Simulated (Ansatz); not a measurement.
Sb (A7 type, space group R-3m)

```cif
data_Sb2
_chemical_formula_sum 'Sb2'
_space_group_name_H-M_alt 'P 1'
_space_group_IT_number 1
_cell_length_a 4.53244
_cell_length_b 4.53244
_cell_length_c 4.53244
_cell_angle_alpha 57.037
_cell_angle_beta 57.037
_cell_angle_gamma 57.037
loop_
_space_group_symop_operation_xyz
  'x, y, z'
loop_
_atom_site_label
_atom_site_type_symbol
_atom_site_fract_x
_atom_site_fract_y
_atom_site_fract_z
_atom_site_occupancy
Sb1 Sb 0.23324 0.23324 0.23324 1
Sb2 Sb 0.76676 0.76676 0.76676 1
```

E(V) scan at fixed shape, V₀ the volume above. The atoms relax within the cell's symmetry.

The numbers are results of r2SCAN+rVV10 (plane waves to 500 eV, PAW, scalar-relativistic; Ansatz, a program for electronic structure), not measurements. k mesh 13×13×13 (Γ-centred), Fermi-Dirac smearing 0.05 eV. E stands for the smeared free energy. With the shape held, the modulus is that of even scaling; a crystal free to change shape is softer. Sb was relaxed with its symmetry unable to fall. Spin-orbit coupling is left out, though Sb is heavy. ΔE is measured from the relaxed starting cell. The last digit holds for this mesh only.

| V (Å³/atom) | ΔE (meV/atom) |
|---|---|
| 25.763 | 138.8 |
| 26.990 | 72.4 |
| 28.217 | 30.3 |
| 29.444 | 7.1 |
| 30.671 | 0.0 |
| 31.897 | 6.2 |
| 33.124 | 23.3 |
| 34.351 | 49.0 |
| 35.578 | 81.5 |

**Question.** What is the fitted pressure derivative B₀′?

**Answer.** 4.0.

**Question.** What bulk modulus at fixed cell shape B₀ follows from a third-order Birch-Murnaghan fit?

**Answer.** 42.5 GPa. Check by three points about V = 30.671 Å³/atom, step 2.454: d²E/dV² ≈ (30 − 2·0 + 23) meV / 2.454² = 0.00880 eV/Å⁶, and V·d²E/dV² × 160.2 = 43.3 GPa.

(Under strain, the slope of the energy per volume gives the stress and its curvature an elastic modulus.)
